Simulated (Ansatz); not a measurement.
## Computed properties of TaRu

```
Ta Ru
1.0
     3.05300    0.00000    0.00000
     0.00000    3.05300    0.00000
     0.00000    0.00000    3.38900
Ta Ru
1 1
Direct
  0.50000 0.50000 0.50000
  0.00000 0.00000 0.00000
```

Atoms are numbered in the order listed.

Conventional cell: a = 3.053 Å, b = 3.053 Å, c = 3.389 Å, α = 90.00°, β = 90.00°, γ = 90.00°. Around Ta (atom 1) lie 8 Ru at 2.74 Å and 4 Ta at 3.05 Å. Around Ru (atom 2) lie 8 Ta at 2.74 Å and 4 Ru at 3.05 Å.

The cell comes from COD entry 1523017, which wasn't checked; take it as a given geometry.

Spin polarisation is left out, and whether a magnetic state lies lower isn't shown here.

No spin–orbit coupling, which matters for the heavy atoms here.

Levels of theory: DFT, LDA, all-electron LAPW, scalar-relativistic (Ansatz 0.2.0); DFT, LDA, PAW with Ansatz's default frozen-core files, scalar-relativistic (Ansatz 0.2.0).

For LAPW: a Γ-centred 11×11×10 k mesh, Fermi–Dirac smearing of 0.05 eV, basis error target 0.5 meV/atom, no spin polarisation. PAW takes a cutoff of 420 eV at this cell (files made with PBE, cores remade for this functional). The Ansatz runs share mesh, smearing and spin set-up. Values come from LAPW unless marked.

- Band gap: none: with an odd electron count and no spin polarisation the bands can't all be full, a metal in this set-up (spin order or a larger cell could open a gap)
- Volume per atom: 15.79 Å³

Question: Give the computed value. Pressure at this cell.

Answer: -103.1 kbar.

Question: Give the computed value. Stress xx, yy, zz (compression positive).

Answer: -10.73, -10.73, -9.46 GPa.

Question: Predict this quantity. Density of states at the Fermi level (0.2 eV bin).

Answer: 2.15 states/eV per cell.

Question: Predict this quantity. Löwdin charges (with 0.20 e of the cell spilling out of the atomic basis, so their sizes and signs hang on that basis).

Answer: Ta1 0.26, Ru2 -0.07 e.

Question: Predict this quantity. Bader charges (from the PAW run).

Answer: Ta1 +1.04, Ru2 -1.04 e.
